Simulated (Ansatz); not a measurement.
LaMg2:
```yaml
crystal:
  lattice:
    - [0.00000, 4.39720, 4.39720]
    - [4.39720, 0.00000, 4.39720]
    - [4.39720, 4.39720, 0.00000]
  atoms:
    - { symbol: La, position: [0.25000, 0.25000, 0.25000] }
    - { symbol: La, position: [0.00000, 0.00000, 0.00000] }
    - { symbol: Mg, position: [0.62500, 0.62500, 0.62500] }
    - { symbol: Mg, position: [0.12500, 0.62500, 0.62500] }
    - { symbol: Mg, position: [0.62500, 0.62500, 0.12500] }
    - { symbol: Mg, position: [0.62500, 0.12500, 0.62500] }
```

Relaxed with r²SCAN.

Map the electron localisation function on the plane through (0.250, 0.250, 0.250) spanned by u = [1, 0, 0] and v = [-1, 1, 1] in lattice vectors, from DFT-r²SCAN in the program Ansatz with PAW potentials.

x is the fraction of u, y of v (the angle between them is 90°; rows are the nearest grid lines); atoms in the plane: La at (0.00, 0.00), La at (0.50, 0.75), Mg at (0.75, 0.38), Mg at (0.25, 0.38).
```
|  -%@@+:.:-+********+-:.:+@@%-  |
|+*%@@%=. ..::::::::::.. .=%@@%*+|
|@@@@@*:   ............   :*@@@@@|
|%#*+:.     :=*#%%#*=:     .:+*#%|
|......   .=%@@@@@@@@%=.   ......|
|++++=-:..-#@@%-  -%@@#-..:-=++++|
|*****=:..-#@@*.  .*@@#-..:=*****|
|%%###*=:.:+%@@#++#@@%+:.:=*###%%|
|#####*+-:..-*%@@@@%#-..:-+*#####|
|****##**=-...:----:...-=**##****|
|+****##**+-:........:-+**##****+|
|+++****++++++++++++++++++****+++|
|+++=:      .=*####*=.      :=+++|
|++-  :=+++-. :*##*: .-+++=:  -++|
|*+: .==--=+: .+##+. :+=--==. :+*|
|#*- .==--=+: .=**=. :+=--==. -*#|
|%#*:  .:-:.  -++++-  .:-:.  :*#%|
|****+-:...:=++++++++=:...:-+****|
|++++++++++***++++++***++++++++++|
|....:-=+**##***++***##**+=-:....|
|%#*=:..:=+*###****###*+=:..:=*#%|
|@@@@%+:.:-+##########+-:.:+%@@@@|
|+*%@@#-..-+*##%%%%##*+-..-#@@%*+|
|  -%@@+:.:-+********+-:.:+@@%-  |
```
Scale: ten equal steps from 0.001 (start of ' ') to 0.857 (end of '@'), in the order ' .:-=+*#%@'; x runs from 0.000 to 1.00, y from 0.000 (bottom) to 1.00 (top).

The density is the valence pseudo-density with augmentation charge, so density and ELF within about 1 Å of a nucleus are not all-electron values.

Space group Fd-3m (cubic Laves (MgCu2 type)). The workflow started from an entry of the Crystallography Open Database (COD, 295 K). Whether it is the stable phase at ambient conditions was not checked. Symmetry was held in the r²SCAN relaxation; its stability against distortions is not shown here. Spin–orbit coupling is left out wherever it is not named.

Potentials: the later of the program's two PAW sets.
